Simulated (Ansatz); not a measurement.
TaAg in space group Pmma (No. 51; Ag on 2e, Ta on 2f), plane-wave PAW PBEsol (Ansatz code), all energies at zero smearing, with the estimated change up to a 700 eV cutoff added, with one set of potentials and settings (totals compare only within such a set). Cell of 4 atoms (2 Ag, 2 Ta): -34656.184 eV.

```json
[
 {"element": "Ag", "reference phase": "P6_3/mmc, 4 atoms in the cell", "E (eV/atom)": "-7522.2452"},
 {"element": "Ta", "reference phase": "Im-3m, 1 atoms in the cell", "E (eV/atom)": "-9806.5011"}
]
```

Formation energy per atom, worked out: (-34656.184 − 2×(-7522.2452) − 2×(-9806.5011))/4 = 0.327 eV/atom (32 kJ per mol of atoms), at 0 K, without zero-point energy or fitted corrections.

The start of the workflow was typed in or built on a structure type; neither database checked (COD, Materials Project) lists it. Whether it is the stable phase at ambient conditions was not checked. Symmetry was held in the PBEsol relaxation; phonons show weakly imaginary modes. No spin polarisation was allowed. Its formation energy is positive at this level, so the cell may be metastable or incomplete. The references are the lowest solids computed at this level, not always the standard phases. Scalar-relativistic: spin–orbit coupling is off unless named, which matters more the heavier the elements.

Potentials: the later of the program's two PAW sets.
